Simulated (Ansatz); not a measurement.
Ta:
```
Ta
1.0
   -1.64070     1.64070     1.64070
    1.64070    -1.64070     1.64070
    1.64070     1.64070    -1.64070
Ta
1
Direct
  0.00000   0.00000   0.00000
```

Relaxed with PBEsol. Special points in fractions of this cell's reciprocal vectors: Γ (0.000, 0.000, 0.000); H (0.500, -0.500, 0.500); N (0.000, 0.000, 0.500); P (0.250, 0.250, 0.250).

Task: List the band energies nearest the Fermi level at these points for PBEsol in the plane-wave PAW code Ansatz.

Result: In eV from the Fermi level; about four levels below and three above (degenerate sets whole), none deeper than 8.9 eV; points with the same levels are listed once.

| k | below | above |
|---|---|---|
| Γ | -7.98 | 0.73 0.73 0.73 |
| H | -3.92 -3.92 | 7.02 7.02 7.02 |
| N | -4.46 -1.60 | 1.71 3.97 5.02 |
| P | -1.23 -1.23 -1.23 | 5.21 5.21 7.22 |

Space group Im-3m (bcc (W type)). The PBEsol relaxation kept the symmetry of its start. No spin polarisation was allowed. Scalar-relativistic: spin–orbit coupling is off unless named, which matters more the heavier the elements.

Potentials: the earlier of the program's two PAW sets. The files were generated under PBE; for other functionals the program regenerates the frozen cores, and for LDA and PBEsol the local potential too.
